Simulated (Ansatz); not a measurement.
ZnCu (CsCl type, Pm-3m) under volume change, DFT-r²SCAN in the program Ansatz with PAW potentials, scaled uniformly.

```tsv
V (Å³/atom)	E − E(relaxed) (meV/atom)	P (GPa)
11.312	51.1	16.07
11.684	21.3	9.74
12.057	5.0	4.44
12.430	0.0	0.00
12.803	4.5	-3.71
13.176	16.8	-6.82
13.549	35.8	-9.40
```

### Question
What does a third-order Birch–Murnaghan fit give for V₀, B₀ and B′?

### Answer
V₀ = 12.43 Å³/atom, B₀ = 135 GPa, B′ = 4.9.

The r²SCAN relaxation kept the symmetry of its start; of distortions, only those at the zone centre were tested. The run is not spin-polarised.

Potentials: the later of the program's two PAW sets.
